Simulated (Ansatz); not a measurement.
GaSb$_{3}$: a vibration from a frozen displacement

The calculation used DFT PBE+D3(BJ), scalar-relativistic, plane waves, PAW (Ansatz). The runs took a 420 eV cutoff, a Γ-centred 12×12×12 mesh and Gaussian smearing (0.15 eV). Spin–orbit coupling is left out, which matters for the heavy elements here. No spin polarisation. Energies are free energies at this smearing, counted from the undisturbed cell; pressure is positive in compression.

Zero of the scan (relaxed at this level; with this scan's settings it stands at 0.4 GPa; it needn't be the usual structure):

```
Ga Sb
1.0
     0.00000    3.64789    3.64789
     3.64789    0.00000    3.64789
     3.64789    3.64789    0.00000
Ga Sb
1 3
Direct
  0.00000 0.00000 0.00000
  0.25000 0.25000 0.25000
  0.75000 0.75000 0.75000
  0.50000 0.50000 0.50000
```

Atom 1 (Ga) is moved by x along the Cartesian unit vector (0.000, 0.000, -1.000); the cell and all other atoms stay fixed. The cell's volume is 97.09 Å³; the moved atoms weigh 69.723 u together and the others 365.280 u. Some rows repeat others by symmetry and weren't run.

| x (Å) | ΔE (meV/cell) | total force on the moved atoms along the move (eV/Å) | pressure (GPa) |
| --- | --- | --- | --- |
| -0.3000 | 81.24 | 0.5472 | 1.0153 |
| -0.2500 | 56.19 | 0.4546 | 0.8190 |
| -0.2000 | 35.79 | 0.3614 | 0.6600 |
| -0.1500 | 20.04 | 0.2689 | 0.5369 |
| -0.1000 | 8.87 | 0.1780 | 0.4490 |
| -0.0500 | 2.21 | 0.0886 | 0.3962 |
| 0.0000 | 0.00 | 0.0000 | 0.3785 |
| 0.0500 | 2.21 | -0.0886 | 0.3962 |
| 0.1000 | 8.87 | -0.1780 | 0.4490 |
| 0.1500 | 20.04 | -0.2689 | 0.5369 |
| 0.2000 | 35.79 | -0.3614 | 0.6600 |
| 0.2500 | 56.19 | -0.4546 | 0.8190 |
| 0.3000 | 81.24 | -0.5472 | 1.0153 |

Task: What frequency belongs to this motion?

Result: The force constant is k = −dF/dx = 1.772 eV/Å², from the parabola through x = -0.0500, 0 and 0.0500. In every cell the moved atoms swing against the rest, so the mass is μ = m₁m₂/(m₁ + m₂) = 58.548 u, and ν̃ = 521.5 cm⁻¹ × √(|k|/μ) = 91 cm⁻¹. The pattern needn't be a normal mode: ν̃² is then a weighted mean of the squared nonzero frequencies at the zone centre of this cell, so it lies between the lowest and the highest of them.

Task: How far does the harmonic law reach?

Result: At x = -0.300 Å, kx²/2 = 79.74 meV against the computed 81.24 meV (+1.9 %): the well is still close to harmonic there.

Task: The pressure changes with x². What does that say about the frequency under compression?

Result: With E = k(V)x²/2, k ∝ V^(−2γ) and x scaling with the cell as V^(1/3), P − P0 = −∂E/∂V = (2γ − 2/3) ΔE/V. At x = 0.1000 Å, V(P − P0) = 97.09 × 0.07048 / 160.2 eV = 42.71 meV and ΔE = 8.87 meV, so γ = 1/3 + V(P − P0)/(2ΔE) = 2.74. This is the Grüneisen parameter of the motion under uniform scaling of the cell: shrinking the cell evenly by 1 % in volume raises the frequency by about 2.74 %.

In a metal these slopes depend on the k mesh and the smearing.